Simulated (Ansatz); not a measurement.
Computed properties of Sc₃RuC₄

Sc₃RuC₄:
Space group C2/m (No. 12); a = 12.8021 Å, b = 4.4762 Å, c = 6.6663 Å, α = γ = 90.00°, β = 105.10°

```csv
atom,site,symmetry,x,y,z
Sc,2b,2/m,0.0000,0.5000,0.0000
Sc,2d,2/m,0.0000,0.5000,0.5000
Sc,4i,m,0.1888,0.0000,0.0940
Sc,4i,m,0.1905,0.0000,0.5955
Ru,4i,m,0.0003,0.0000,0.7370
C,8j,1,0.1286,0.3406,0.3150
C,8j,1,0.3706,0.1590,0.1860
```
(The calculation used a cell of 16 atoms; values per cell refer to that cell.)

Space group C2/m (No. 12); conventional cell a = 12.8021 Å, b = 4.4762 Å, c = 6.6663 Å, α = γ = 90.00°, β = 105.10°.

Method: r²SCAN (plane waves, PAW; program Ansatz). Structure relaxed to zero pressure with the same functional. Other levels are named where they apply.

### Cell and energy

Volume per atom: 11.53 Å³
Density: 5.11 g/cm³
Formation energy from the elements (no fitted shifts): -0.60 eV/atom

### Electronic structure

- Electronic character = metallic (no gap)
- Density of states at the Fermi level = 0.22 states/eV per atom (mean over ±0.08 eV)

The workflow started from a Materials Project entry (that database holds measured and hypothetical structures alike); the Crystallography Open Database copy checked does not list it. With Sc and Ru taken as one species the cell has the higher symmetry Immm, so it may be an ordered model of a mixed-site phase. Whether it is the stable phase at ambient conditions was not checked. The r²SCAN relaxation kept the symmetry of its start; its stability against distortions is not shown here. The run is not spin-polarised. The references are the lowest solids computed at this level, not always the standard phases. Spin–orbit coupling is left out wherever it is not named.

Potentials: the later of the program's two PAW sets.
